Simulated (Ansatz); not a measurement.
The cell below belongs to a search over invented structures; it isn't taken from experiment.

Input and command of a plane-wave DFT calculation in Ansatz:

```yaml
crystal:
  lattice:
    - [1.37238472, 0.7923466876, 13.9925513228]
    - [-1.37238472, 0.7923466876, 13.9925513228]
    - [0.0, -1.5846933751, 13.9925513228]
  atoms:
    - { symbol: Al, position: [0.1377169467, 0.1377169467, 0.1377169467] }
    - { symbol: Al, position: [0.8622830533, 0.8622830533, 0.8622830533] }
    - { symbol: Al, position: [0.2529930706, 0.2529930706, 0.2529930706] }
    - { symbol: Al, position: [0.7470069294, 0.7470069294, 0.7470069294] }
    - { symbol: H, position: [0.0088798186, 0.0088798186, 0.0088798186] }
    - { symbol: H, position: [0.9911201814, 0.9911201814, 0.9911201814] }
basis:
  ecutwfc: 420
kpoints:
  mp_grid: { grid: [12, 12, 12] }
hamiltonian:
  xc: pbe
scf:
  occupations: { method: gaussian, width: 0.1 }
output:
  forces: true
  stress: true
  eigenvalues: true
relax:
  adjacent_minimum: "off"
  f_tol: 0.01
  max_steps: 30
  cell: { stress_tol: 0.1, fix: [volume] }
```

```bash
ansatz run input.yaml --threads 1 --pin off --max-ram 2560MiB --backend cpu --events-out ev --progress --plain --runs-dir out
```

Processor: Arm Neoverse V2, 1 thread, on a host shared with other jobs.

Q: How long does it run, and how much memory does it take?

A: About 76 s, peak memory 0.49 GiB. It solves 13 bands at 189 k points (after reduction by symmetry) with about 1781 plane waves, in 33 SCF iterations over 5 ionic steps.
